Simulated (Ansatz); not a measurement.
## Two Ansatz runs on NbPb

The cell was built from the L10 type and relaxed in the same program; it needn't be a known or the stable phase. The listed cell was then made from it by scaling, straining or moving an atom.

First run: DFT, r2SCAN, all-electron PAW with datasets made for the crystal, scalar-relativistic (Ansatz 0.2.0).

Command: `ansatz run input.yaml --threads 1 --pin off --max-ram 2048MiB --backend cpu --events-out ev --progress --plain --runs-dir out` The run took 48 s on 1 thread of Arm Neoverse V1 (shared host), peak memory 0.69 GiB.

```yaml
crystal:
  lattice:
    - [3.4223867727, -0.0513358016, 0.0]
    - [-0.0513358016, 3.4223867727, 0.0]
    - [0.0, 0.0, 3.5731053604]
  atoms:
    - { symbol: Nb, position: [0.0, 0.0, 0.0] }
    - { symbol: Pb, position: [0.5, 0.5, 0.5] }
kpoints:
  mp_grid: { grid: [10, 10, 8] }
scf:
  occupations: { method: fermi_dirac, width: 0.05 }
hamiltonian:
  xc: r2scan
  pseudopotentials: { kind: all_electron, datasets: crystal }
output:
  forces: true
  stress: true
  eigenvalues: true
  efg: { contact_densities: true }
```

Result: converged; pressure 0.17 GPa; 15 SCF iterations.

Spin polarisation is left out, and whether a magnetic state lies lower isn't shown here.

Spin–orbit coupling is left out, though it moves levels of the heavy atoms by tenths of an eV or more.

The input is then changed:

```diff
@@ -11,4 +11,5 @@
 scf:
   occupations: { method: fermi_dirac, width: 0.05 }
+  algorithm: direct_min
 hamiltonian:
   xc: r2scan
```

Predict the outcome of the changed run.

It was refused before any iteration. The program says:
```
Error: hamiltonian.pseudopotentials.datasets: crystal, beside a feature not held to (scf.algorithm: direct_min / scf.convergence.dm_fallback; scf.algorithm: direct_min) — the datasets of this kind: all_electron run are made for its crystal, and no such run has been held to what stands beside, or a reason given rules it out; change each as told or leave it out, or set another kind (and leave the keys of all_electron out)
```
